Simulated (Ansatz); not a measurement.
# Mg (fcc): energy against volume

Method: DFT, LDA (PW92), plane waves (420 eV) with PAW, scalar-relativistic in Ansatz. The PAW files were generated under PBE, with cores re-solved for the functional.

The cell is scaled uniformly from the relaxed one, with fractional coordinates and shape fixed. Energies are extrapolated to zero smearing, pressures are those at the given smearing. Magnetic state: spin not included.

A Birch-Murnaghan fit gives V₀ = 21.81 Å³/atom, B₀ = 39 GPa, B₀′ = 4.0.

(1) What are the energy above the minimum and the pressure at 20.905 Å³/atom?

(2) What are the energy above the minimum and the pressure at 23.518 Å³/atom?

(3) What are the energy above the minimum and the pressure at 24.389 Å³/atom?

## Answers

(1) 4.9 meV/atom and 1.80 GPa as computed.

(2) 14.2 meV/atom and -2.49 GPa as computed.

(3) 30.5 meV/atom and -3.44 GPa as computed.
